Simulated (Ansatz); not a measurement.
Sn (β-Sn type, I4_1/amd) at seven volumes, PBEsol (plane waves, PAW; program Ansatz), shape and atoms relaxed at each. One row is withheld.

```json
[
 {"V (Å³/atom)": "24.463", "P (GPa)": "6.65"},
 {"V (Å³/atom)": "25.270", "P (GPa)": "4.04"},
 {"V (Å³/atom)": "26.076", "P (GPa)": "1.85"},
 {"V (Å³/atom)": "26.883", "P (GPa)": "0.00"},
 {"V (Å³/atom)": "27.689", "P (GPa)": "-1.55"},
 {"V (Å³/atom)": "28.496", "P (GPa)": "-2.85"},
 {"V (Å³/atom)": "29.302", "P (GPa)": "?"}
]
```

### Question
Fit the shown pressures and predict the withheld one.

### Answer
P = (3/2)B₀(x^(7/2) − x^(5/2))[1 + (3/4)(B′ − 4)(x − 1)] with x = (V₀/V)^(2/3). Least squares on the six rows gives V₀ = 26.884 Å³/atom, B₀ = 56.3 GPa, B′ = 4.76. At V = 29.302, x = 0.9442 and P = -3.95 GPa. The run itself gave -3.94 GPa.

Symmetry was held in the PBEsol relaxation. Scalar-relativistic: spin–orbit coupling is off unless named, which matters more the heavier the elements.

Potentials: the later of the program's two PAW sets.
